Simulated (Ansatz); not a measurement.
YPd2O4 in space group I4_1/a (No. 88; Y on 4a, Pd on 8d, O on 16f), plane-wave PAW PBE (Ansatz code), all energies at zero smearing, with the estimated change up to a 700 eV cutoff added, with one set of potentials and settings (totals compare only within such a set). Cell of 14 atoms (2 Y, 4 Pd, 8 O): -40131.010 eV.

| element | reference phase | E (eV/atom) |
|---|---|---|
| Y | P6_3/mmc, 2 atoms in the cell | -3848.6668 |
| Pd | Fm-3m, 1 atoms in the cell | -6972.8544 |
| O | C2/m, 4 atoms in the cell, spin-polarised | -565.0000 |

Formation energy per atom, worked out: (-40131.010 − 2×(-3848.6668) − 4×(-6972.8544) − 8×(-565.0000))/14 = -1.590 eV/atom (-153 kJ per mol of atoms), at 0 K, without zero-point energy or fitted corrections.

The workflow started from a Materials Project entry (that database holds measured and hypothetical structures alike); the Crystallography Open Database copy checked does not list it. Its standing as an ambient phase is unchecked. Symmetry was held in the PBE relaxation; whether a distortion lowers the energy is not shown. No spin polarisation was allowed. The references are the lowest solids computed at this level, not always the standard phases (solids in place of the gases).

Potentials: the later of the program's two PAW sets.
